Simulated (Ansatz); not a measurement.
Total density of states per atom from r²SCAN in the plane-wave PAW code Ansatz, in 0.25 eV bins, energy from the valence-band maximum:

```
E (eV)  states/eV/atom
------  --------------
-6.70             0.00
-6.45             0.87
-6.20             3.54
-5.95             1.73
-5.70             1.14
-5.45             0.01
-5.20             0.68
-4.95             0.42
-4.70             0.75
-4.45             0.78
-4.20             0.48
-3.95             0.35
-3.70             0.56
-3.45             0.61
-3.20             0.61
-2.95             0.55
-2.70             0.69
-2.45             0.72
-2.20             0.56
-1.95             0.56
-1.70             0.41
-1.45             0.75
-1.20             0.89
-0.95             1.35
-0.70             1.15
-0.45             1.38
-0.20             0.83
0.05              0.18
0.30              0.00
0.55              0.00
0.80              0.00
1.05              0.00
1.30              0.00
1.55              0.00
1.80              0.00
2.05              0.00
2.30              0.00
2.55              0.00
2.80              0.00
3.05              0.01
3.30              0.03
3.55              0.04
3.80              0.08
4.05              0.19
4.30              0.12
4.55              0.94
4.80              0.67
5.05              0.49
5.30              0.62
5.55              0.43
5.80              0.37
6.05              0.59
6.30              0.15
6.55              0.01
6.80              0.11
7.05              0.45
7.30              0.37
7.55              0.13
```

Task: Which of these materials gives this?
(A) CdGa2Te4, I-4 (Cd on 2a, Ga on 2d, Ga on 2b, Te on 8g)
(B) Ta2Cd2O7, Fd-3m (Ta on 16c, Cd on 16d, O on 48f, O on 8b)
(C) PNO, I2_12_12_1 (P on 4c, N on 4a, O on 4b)
(D) MgSb2O6, P4_2/mnm (Mg on 2a, Sb on 4e, O on 8j, O on 4f)

Result: B, Ta2Cd2O7, Fd-3m (Ta on 16c, Cd on 16d, O on 48f, O on 8b). Top 1 eV of the valence band: O 2p 90 %. Bottom 1 eV of the conduction band: Cd 5s 58 %, Ta 5d 15 %, O 2s 12 %, O 2p 10 %. Projections are on Löwdin-orthogonalised atomic valence shells; empty p or d shells of many metals are not among them.

The first step of the workflow began from a Materials Project structure, measured or hypothetical; the Crystallography Open Database files this formula in space group No. 227, but the cells were not matched. Its standing as an ambient phase is unchecked. The r²SCAN relaxation kept the symmetry of its start; its stability against distortions is not shown here. No spin polarisation was allowed. Scalar-relativistic: spin–orbit coupling is off unless named, which matters more the heavier the elements.

Potentials: the later of the program's two PAW sets.
